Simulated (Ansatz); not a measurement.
Rough cost of magnetic runs on Eu (Cmcm) in Ansatz 0.2.0, 2 threads of Arm Neoverse V2, on a shared host.

```yaml
crystal:
  lattice:
    - [3.99413, 0.00000, 0.00000]
    - [0.00000, 0.00000, 6.34073]
    - [0.00000, -6.95942, 0.00000]
  atoms:
    - { symbol: Eu, position: [0.50000, 0.75000, 0.33687] }
    - { symbol: Eu, position: [0.00000, 0.75000, 0.83687] }
    - { symbol: Eu, position: [0.50000, 0.25000, 0.66313] }
    - { symbol: Eu, position: [0.00000, 0.25000, 0.16313] }
```

```tsv
run	functional, mesh	k points solved	bands	iterations	wall time (s)	peak memory (GiB)
PAW: start Eu1↑ Eu2↓ Eu3↑ Eu4↓	LDA, 8×5×5	45	59	13	55	0.91
PAW: no spin polarisation	LDA, 8×5×5	45	59	13	15	0.63
PAW: start Eu1↑ Eu2↑ Eu3↑ Eu4↓	LDA, 8×5×5	45	59	15	100	0.89
LAPW: parallel moments	LDA, 8×5×5	45	82	12	110	1.1
LAPW: start Eu1↑ Eu2↓ Eu3↓ Eu4↑	LDA, 8×5×5	45	82	13	63	1.1
PAW: start Eu1↑ Eu2↓ Eu3↓ Eu4↑	LDA, 8×5×5	45	59	13	59	0.91
LAPW: start Eu1↑ Eu2↓ Eu3↑ Eu4↓	LDA, 8×5×5	45	82	13	64	1.1
PAW: parallel moments	LDA, 8×5×5	45	59	10	47	0.88
PAW: start Eu1↑ Eu2↑ Eu3↓ Eu4↓	LDA, 8×5×5	45	59	13	95	0.92
```

Question: Roughly how much dearer is an iteration by LAPW than by PAW among the runs with the first row's mesh and spin treatment (collinear)?

Answer: About 1.1 times (medians of wall time over iterations; times from a shared host are rough).

Runs with the default search for lower states can spend part of their time in further cycles.

The PAW files were made with PBE; the program remakes their cores once for the run's functional and then keeps them frozen. The program warned that a lower magnetic state may exist. Without U a semilocal functional puts the f levels too near the Fermi level, which can change moments and the order of magnetic states; site and cell moments are spin moments. Spin–orbit coupling is left out although heavy atoms are present. With open f shells a run can end in a state that isn't the lowest. The state reached may lie above the lowest one, so it isn't offered as the ground state.
